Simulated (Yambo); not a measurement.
```
AlAs
1.0
    0.00000     2.83745     2.83745
    2.83745     0.00000     2.83745
    2.83745     2.83745     0.00000
Al As
1 1
Direct
  0.00000   0.00000   0.00000
  0.25000   0.25000   0.25000
```

AlAs (zinc blende, space group F-43m, No. 216): mean Im ε in 1 eV windows above the direct gap of 2.78 eV, for different electron-hole kernels (Yambo, broadening 0.15 eV, norm-conserving PBE (Quantum ESPRESSO, 84 Ry, without SOC) bands; 10×10×10 mesh, 3 valence and 4 conduction bands, static screening with 25 bands and a 4 Ry block, scissor 0.80 eV, Tamm-Dancoff; field along x).

```
window (eV)  independent quasiparticles  RPA (no attraction)  BSE
-----------  --------------------------  -------------------  ---
2.8 to 3.8                          3.5                  3.0  9.4
3.8 to 4.8                           13                   10   23
4.8 to 5.8                           19                   16   12
5.8 to 6.8                           12                   12  6.7
6.8 to 7.8                          5.4                  6.1  3.7
```

This run doesn't resolve bound excitons or single peaks, so only averages are given, and they too depend on the mesh; weight that the attraction moves below the gap isn't listed. All transitions below 8.61 eV are in the band window. The scissor comes from a G0W0 run whose convergence isn't established.

Spin-orbit splittings are left out.

Bands and orbitals come from the standard potentials; the scissor and the G0W0 gaps come from a run at the same geometry on the stringent ones, which hold whole semicore shells in the valence.

Geometry relaxed with PBEsol.
